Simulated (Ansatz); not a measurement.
HfO₂:
```
CELL_PARAMETERS angstrom
      5.09648     0.00000     0.00000
      0.00000     5.17804     0.00000
     -0.88063     0.00000     5.19682
ATOMIC_POSITIONS crystal
  Hf 0.27715 0.45704 0.70818
  Hf 0.72285 0.54296 0.29182
  Hf 0.72285 0.95704 0.79182
  Hf 0.27715 0.04296 0.20818
  O  0.44714 0.74181 0.98002
  O  0.55286 0.25819 0.01998
  O  0.55286 0.24181 0.51998
  O  0.44714 0.75819 0.48002
  O  0.07128 0.33744 0.34077
  O  0.92872 0.66256 0.65923
  O  0.92872 0.83744 0.15923
  O  0.07128 0.16256 0.84077
```

Tensor components refer to the Cartesian frame of this cell.

Problem. Give the high-frequency dielectric tensor and the Born effective charge tensors of the independent atoms from DFPT, PBEsol (plane waves, PAW; program Ansatz).

Solution. 
ε∞:
```
5.04  0.00  0.14
0.00  5.07  0.00
0.14  0.00  4.75
```
Z* of atom 1 (Hf), rows: field, columns: displacement, in e:
```
 5.34   0.38   0.23
 0.14   5.33  -0.17
 0.24  -0.36   4.79
```
Z* of atom 5 (O), rows: field, columns: displacement, in e:
```
-2.38  -0.12   0.00
-0.18  -2.74  -0.36
-0.05  -0.42  -2.54
```
Z* of atom 9 (O), rows: field, columns: displacement, in e:
```
-2.96   1.07  -0.23
 1.31  -2.59  -0.67
-0.19  -0.66  -2.25
```

Space group P2_1/c. The cell was relaxed with PBEsol under the symmetry of its start. No spin polarisation was allowed. Spin–orbit coupling is left out wherever it is not named.

Potentials: the earlier of the program's two PAW sets. The files were generated under PBE; for other functionals the program regenerates the frozen cores, and for LDA and PBEsol the local potential too.
